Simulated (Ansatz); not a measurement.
TiC:
```
CELL_PARAMETERS angstrom
      0.00000     2.16641     2.16641
      2.16641     0.00000     2.16641
      2.16641     2.16641     0.00000
ATOMIC_POSITIONS crystal
  Ti 0.00000 0.00000 0.00000
  C  0.50000 0.50000 0.50000
```

Relaxed with PBE. Special points in fractions of this cell's reciprocal vectors: Γ (0.000, 0.000, 0.000); X (0.500, 0.000, 0.500); U (0.625, 0.250, 0.625); K (0.375, 0.375, 0.750); L (0.500, 0.500, 0.500); W (0.500, 0.250, 0.750).

**Question.** List the band energies nearest the Fermi level at these points for PBE (plane waves, PAW; program Ansatz).

**Answer.** In eV from the Fermi level; about four levels below and three above (degenerate sets whole), none deeper than 8.9 eV; points with the same levels are listed once.

| k | below | above |
|---|---|---|
| Γ | – | 0.71 0.71 0.71 |
| X | -3.42 -1.60 -0.03 -0.03 | 2.73 3.53 3.53 |
| U | -3.46 -3.34 -1.71 | 1.47 3.15 3.84 |
| L | -5.82 -2.89 -2.89 | 2.93 2.93 4.11 |
| W | -3.13 -3.13 -2.69 | 2.80 2.80 3.54 |

Space group Fm-3m (rock salt). The PBE relaxation kept the symmetry of its start. No spin polarisation was allowed.

Potentials: the later of the program's two PAW sets.
